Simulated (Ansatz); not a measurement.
# Vibrational response of PdPt3S8

The calculation used DFT PBE, scalar-relativistic, plane waves, PAW (Ansatz). Cutoff 420 eV, 6×6×4 k-points (Γ-centred), fixed occupations. No spin polarisation. Phonons by linear response, acoustic sum rule imposed.

Relaxed structure:
```yaml
crystal:
  lattice:
    - [5.47577, 0.00129, 0.00459]
    - [0.00180, 5.56469, 0.01632]
    - [0.04746, 0.06450, 9.48231]
  atoms:
    - { symbol: Pd, position: [0.00000, 0.00000, 0.00000] }
    - { symbol: Pt, position: [0.50000, 0.00000, 0.50000] }
    - { symbol: Pt, position: [0.50000, 0.50000, 0.00000] }
    - { symbol: Pt, position: [0.00000, 0.50000, 0.50000] }
    - { symbol: S, position: [0.89260, 0.88699, 0.43280] }
    - { symbol: S, position: [0.60530, 0.11473, 0.93249] }
    - { symbol: S, position: [0.39127, 0.61299, 0.56720] }
    - { symbol: S, position: [0.10720, 0.38722, 0.06681] }
    - { symbol: S, position: [0.10740, 0.11301, 0.56720] }
    - { symbol: S, position: [0.39470, 0.88527, 0.06751] }
    - { symbol: S, position: [0.60873, 0.38701, 0.43280] }
    - { symbol: S, position: [0.89280, 0.61278, 0.93319] }
```

It was reached by relaxing an invented guess, and it needn't be the stable form of this composition. Spin–orbit coupling is left out, which matters for heavy elements. The run warned that its linear response isn't converged on this k mesh, so dielectric tensors, Born charges and infrared intensities are rough, and the frequencies may be too. Modes under 40 cm⁻¹ are poorly fixed. No dispersion correction is applied, so modes and constants that involve weak contacts between layers, chains or molecules come out too soft.

Task: Give the high-frequency dielectric tensor ε∞.

Result:
```
11.37 -0.03  0.02
-0.03 11.22  0.04
 0.02  0.04  3.25
```

Task: Give the Born effective charges.

Result:
```
       atom   Z*xx   Z*yy   Z*zz   mean
Pd (atom 1)  -0.73  -0.71   0.02  -0.47
Pt (atom 2)  -1.37  -1.31  -0.17  -0.95
Pt (atom 3)  -1.60  -1.57  -0.17  -1.11
Pt (atom 4)  -1.38  -1.31  -0.18  -0.96
 S (atom 5)   0.69   0.66   0.08   0.48
 S (atom 6)   0.41   0.71   0.04   0.39
 S (atom 8)   0.75   0.43   0.03   0.40
```

Task: How large is the static dielectric tensor with the ions free to move, and what share of it is ionic?

Result:
```
12.0  0.0  0.0
 0.0 11.8  0.0
 0.0  0.0  3.3
```
The ions give 5 % of its trace.
